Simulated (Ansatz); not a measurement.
WO$_{2}$:
```yaml
crystal:
  lattice:
    - [4.95337, 0.00000, 0.00000]
    - [0.00000, 4.95337, 0.00000]
    - [0.00000, 0.00000, 2.67246]
  atoms:
    - { symbol: W, position: [0.50000, 0.50000, 0.00000] }
    - { symbol: W, position: [0.00000, 0.00000, 0.50000] }
    - { symbol: O, position: [0.71953, 0.71953, 0.50000] }
    - { symbol: O, position: [0.28047, 0.28047, 0.50000] }
    - { symbol: O, position: [0.21953, 0.78047, 0.00000] }
    - { symbol: O, position: [0.78047, 0.21953, 0.00000] }
```

Relaxed with PBEsol. Special points in fractions of this cell's reciprocal vectors: Γ (0.000, 0.000, 0.000); X (0.000, 0.500, 0.000); M (0.500, 0.500, 0.000); Z (0.000, 0.000, 0.500); R (0.000, 0.500, 0.500); A (0.500, 0.500, 0.500).

### Question
List the band energies nearest the Fermi level at these points for PBEsol (plane waves, PAW; program Ansatz).

### Answer
In eV from the Fermi level; about four levels below and three above (degenerate sets whole), none deeper than 8.9 eV; points with the same levels are listed once.

```tsv
k	below	above
Γ	-3.16 -2.99 -2.89 -0.50	1.38 1.38 3.60
X	-3.78 -3.78 -2.11 -2.11	1.68 1.68 2.28 2.28
M	-3.55 -3.55 -3.05 -3.05	1.42 1.42 2.23 2.23
Z	-5.37 -5.37 -4.41 -4.41	0.41 0.41 1.03 1.03
R	-4.10 -4.10 -1.48 -1.48	1.59 1.59 3.79 3.79
A	-3.77 -3.77 -0.20 -0.20	0.57 0.57 4.22 4.22
```

Space group P4_2/mnm. The first step of the workflow began from a Materials Project structure, measured or hypothetical; the Crystallography Open Database files this formula in space group No. 136, but the cells were not matched. Its standing as an ambient phase is unchecked. The cell was relaxed with PBEsol under the symmetry of its start; of distortions, only those at the zone centre were tested. The workflow began spin-polarised and lost its moments. No Hubbard U is applied. Scalar-relativistic: spin–orbit coupling is off unless named, which matters more the heavier the elements.

Potentials: the later of the program's two PAW sets.
